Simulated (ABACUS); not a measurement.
A self-consistent single point of AlGa₃N₄ (Pm, 8 atoms in the cell; from Materials Project mp-1228943, changed as shown).

```xyz
8
Lattice="4.9832 0.0000 0.0000 0.0000 3.1297 0.0000 -0.0037 0.0000 5.4189" Properties=species:S:1:pos:R:3 pbc="T T T"
Al     0.0000     1.5649     3.6161
Ga     2.4859     1.5649     1.8164
Ga     2.4841     0.0000     4.5048
Ga     4.9821     0.0000     0.9006
N      0.5927     1.5649     1.8495
N      0.5790     0.0000     4.4723
N      3.0900     0.0000     0.9001
N      3.1499     1.5649     3.6161
```

Level of theory: LDA (PW92), PseudoDojo 0.4 standard norm-conserving LDA (tails mended) pseudopotentials (plane waves; ABACUS).

ABACUS settings:

| setting | value |
|---|---|
| KPT | Gamma 3 7 3 0 0 0 |
| basis_type | pw |
| dft_functional | PWLDA |
| ecutwfc | 84 Ry |
| smearing_method | fd |
| smearing_sigma | 0.00367493 Ry |
| potentials | PseudoDojo 0.4 standard norm-conserving LDA (tails mended) |
| symmetry | 1 |
| symmetry_prec | 1e-05 |
| ks_solver | dav_subspace |
| scf_nmax | 100 |
| scf_thr | 1.0e-09 Ry |
| mixing_type | broyden |

Results:

- Number of valence electrons: 62
- Number of bands: 41
- Number of k-points after the program's reduction: 20
- Number of plane waves (most at a k-point): 7433
- Number of SCF iterations: 10
- FFT grid: 60 × 36 × 60
- Free energy E − TS: -7433.1964 eV
- Pressure: 5.17 GPa
- Largest force (vector length): 0.468 eV/Å

Forces (eV/Å):
```
atom      Fx     Fy      Fz
----  ------  -----  ------
Al1    0.321  0.000   0.026
Ga2    0.272  0.000   0.013
Ga3    0.241  0.000  -0.016
Ga4    0.259  0.000  -0.009
N5    -0.215  0.000  -0.147
N6    -0.138  0.000   0.129
N7    -0.271  0.000  -0.005
N8    -0.468  0.000   0.009
```

Stress (GPa, positive for compression):
```
11.42   0.00  -0.03
 0.00   2.07   0.00
-0.03   0.00   2.02
```

For comparison: a first run was changed to give this one (lattice vector a scaled by 0.98), and from it to this one the free energy goes up by 8.1 meV/atom, the pressure goes from 0.68 to 5.17 GPa and the largest force goes from 0.177 to 0.468 eV/Å.

The structure comes from a collection of computed structures, made at another level of theory; the collection holds predicted forms beside known ones. Its lattice was then scaled.

Cost on one core: about 2.0 core-minutes (a rough figure).

“Tails mended”: in these copies of the files the far tail of each local potential was reset to the Coulomb form.
